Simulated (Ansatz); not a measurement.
TiTeS:
```yaml
crystal:
  lattice:
    - [3.61028, 0.00000, 0.00000]
    - [-1.80514, 3.12659, 0.00000]
    - [0.00000, 0.00000, 6.55488]
  atoms:
    - { symbol: Ti, position: [0.33333, 0.66667, 0.03356] }
    - { symbol: Te, position: [0.00000, 0.00000, 0.74896] }
    - { symbol: S, position: [0.66667, 0.33333, 0.21748] }
```

Relaxed with r²SCAN. Special points in fractions of this cell's reciprocal vectors: Γ (0.000, 0.000, 0.000); M (0.500, 0.000, 0.000); K (0.333, 0.333, 0.000); A (0.000, 0.000, 0.500); L (0.500, 0.000, 0.500); H (0.333, 0.333, 0.500).

Task: List the band energies nearest the Fermi level at these points for plane-wave PAW r²SCAN (Ansatz code).

Result: In eV from the Fermi level; about four levels below and three above (degenerate sets whole), none deeper than 8.9 eV; points with the same levels are listed once.

```tsv
k	below	above
Γ	-5.57 -3.56 -3.56 -1.33	0.14 0.14 0.74 0.74
M	-3.51 -3.50 -2.61 -1.23	0.09 1.07 1.35
K	-4.31 -3.27 -3.16 -2.59	0.87 0.92 1.29
A	-4.57 -3.55 -3.55 -2.89	0.13 0.13 0.66 0.66
L	-3.22 -2.11 -1.14 -0.02	1.08 1.31 2.86
H	-4.59 -3.59 -2.63 -2.48	0.80 0.86 0.99
```

Space group P3m1. The first step of the workflow began from a Materials Project structure, measured or hypothetical; the Crystallography Open Database copy checked does not list it. Whether it is the stable phase at ambient conditions was not checked. The cell was relaxed with r²SCAN under the symmetry of its start; its stability against distortions is not shown here. No spin polarisation was allowed. A crystal of weakly bound layers computed without a dispersion correction: the cell and the soft elastic constants depend strongly on that. Scalar-relativistic: spin–orbit coupling is off unless named, which matters more the heavier the elements.

Potentials: the earlier of the program's two PAW sets.
